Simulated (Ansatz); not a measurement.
LiTaO3:
```yaml
crystal:
  lattice:
    - [3.89392, 0.00000, 0.00000]
    - [0.00000, 3.89392, 0.00000]
    - [0.00000, 0.00000, 3.96118]
  atoms:
    - { symbol: Ta, position: [0.50000, 0.50000, 0.40579] }
    - { symbol: Li, position: [0.00000, 0.00000, 0.15865] }
    - { symbol: O, position: [0.50000, 0.50000, 0.86665] }
    - { symbol: O, position: [0.50000, 0.00000, 0.33746] }
    - { symbol: O, position: [0.00000, 0.50000, 0.33746] }
```

Relaxed with LDA. Special points in fractions of this cell's reciprocal vectors: Γ (0.000, 0.000, 0.000); X (0.000, 0.500, 0.000); M (0.500, 0.500, 0.000); Z (0.000, 0.000, 0.500); R (0.000, 0.500, 0.500); A (0.500, 0.500, 0.500).

List the band energies nearest the valence-band maximum at these points for LDA in the plane-wave PAW code Ansatz.

In eV from the valence-band maximum; about four levels below and three above (degenerate sets whole), none deeper than 8.9 eV; points with the same levels are listed once.

| k | below | above |
|---|---|---|
| Γ | -1.47 -1.28 -1.28 -0.85 | 2.13 3.57 3.57 |
| X | -2.28 -1.63 -1.27 -0.94 | 3.67 4.92 5.20 |
| M | -1.76 -1.76 -1.26 -0.59 | 5.25 5.25 6.29 |
| Z | -2.21 -2.21 -1.76 -1.08 -1.08 | 2.20 5.81 5.81 |
| R | -2.48 -2.14 -1.30 0.00 | 4.92 5.88 6.52 |
| A | -4.58 -4.58 -0.57 0.00 0.00 | 5.60 6.57 6.57 |

Space group P4mm. The start of the workflow was typed in or built on a structure type; neither database checked (COD, Materials Project) lists it. It is not the phase usual at ambient conditions (space group No. 161). Symmetry was held in the LDA relaxation. At this level the phase is dynamically unstable (imaginary phonons). No spin polarisation was allowed. Scalar-relativistic: spin–orbit coupling is off unless named, which matters more the heavier the elements.

Potentials: the later of the program's two PAW sets.
